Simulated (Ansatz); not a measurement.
SiC:
```xyz
8
Lattice="3.0776 0.0000 0.0000 -1.5388 2.6653 0.0000 0.0000 0.0000 10.0763" Properties=species:S:1:pos:R:3 pbc="T T T"
Si     0.0000     0.0000     0.0031
Si     0.0000     0.0000     5.0412
Si     1.5388     0.8884     7.5597
Si     0.0000     1.7769     2.5216
C      0.0000     0.0000     8.1907
C      0.0000     0.0000     3.1525
C      1.5388     0.8884     5.6650
C      0.0000     1.7769     0.6268
```

Relaxed with r²SCAN. Special points in fractions of this cell's reciprocal vectors: Γ (0.000, 0.000, 0.000); M (0.500, 0.000, 0.000); K (0.333, 0.333, 0.000); A (0.000, 0.000, 0.500); L (0.500, 0.000, 0.500); H (0.333, 0.333, 0.500).

List the band energies nearest the valence-band maximum at these points for plane-wave PAW r²SCAN (Ansatz code).

In eV from the valence-band maximum; about four levels below and three above (degenerate sets whole), none deeper than 8.9 eV; points with the same levels are listed once.

```csv
k,below,above
Γ,-0.61 -0.61 -0.05 0.00 0.00,5.65 6.24 6.86
M,-2.47 -2.33 -1.64 -1.18,2.60 2.76 4.72
K,-4.13 -2.97 -2.97 -1.75,4.42 4.42 5.70
A,-0.22 -0.22 -0.22 -0.22,5.86 5.86 7.35 7.35
L,-2.57 -2.57 -1.63 -1.63,3.04 3.04 4.69 4.69
H,-2.85 -2.85 -2.55 -2.55,3.67 3.67 7.26 7.26
```

Space group P6_3mc (4H polytype). The r²SCAN relaxation kept the symmetry of its start; phonons on a q-mesh show no instability.

Potentials: the later of the program's two PAW sets.
